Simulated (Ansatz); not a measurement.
The numbers come from plane-wave PAW DFT (Ansatz): PBEsol, no spin polarisation, 420 eV, 6×6×7 Γ-centred k points, fermi-dirac occupations (width 0.0456 eV). Nothing was relaxed.

Computed maps in the lattice plane spanned by a (left to right, 6.37 Å, 19 points from zero) and b (bottom to top, 6.37 Å, 19 points from zero), 60° apart, at height 0.198 along c. The fields are smooth PAW ones with compensation charges, not the true ones near nuclei.

Valence density. Digits on a logarithmic scale: 0 up to 0.03 e/Å³, each further digit a factor of 1.6, 9 from 1.3 e/Å³ up:
```
1112333222222233321
3332111234444321112
5665310235676532013
6898631246788764213
6999963236888886323
5899985235788887532
3699996324688888642
1369996312478888742
0135665310246787642
0002333200024566542
1100011000112334332
3332000002333222222
5665310013566531013
6899631013699863113
6999963003699996313
5899995202599998522
3699996300369999631
1368986310136898631
1135665310013566531
```

ELF. Ten even steps from '0' (0.01) to '9' (0.89):
```
0000121001210012100
1210000015775100000
5775100038999830001
7999720059999995002
7988971039998999301
4884884018997799810
1798897105998789950
0379997301799999971
0036886300279999972
0001343100015899851
0000000000000135310
1331000001331000000
4776300003677410001
7899840004899872002
7988983003898897101
5984896101698489500
1798897300379889710
0279987300037899720
0015774100001477510
```

Q: The cell is Cs2LiF6. Which atoms lie within 0.2 Å of this plane, and where (fractions of a and b)?

A: F at (0.16, 0.68), F at (0.16, 0.16), F at (0.68, 0.16). The whole cell:
```
Li F Cs
1.0
     3.18399    5.51483    0.00000
    -3.18399    5.51483    0.00000
     0.00000    0.00000    4.97715
Li F Cs
1 6 2
Direct
  0.00000 0.00000 0.00000
  0.16000 0.68000 0.19800
  0.16000 0.16000 0.19800
  0.68000 0.16000 0.19800
  0.84000 0.32000 0.80200
  0.32000 0.84000 0.80200
  0.84000 0.84000 0.80200
  0.33330 0.33340 0.69200
  0.66670 0.66660 0.30800
```

Origin: a known structure type with other elements, at an estimated volume, so it need not be a known compound. Caveats: many states at the Fermi level without spin polarisation, so a magnetic state may lie lower.
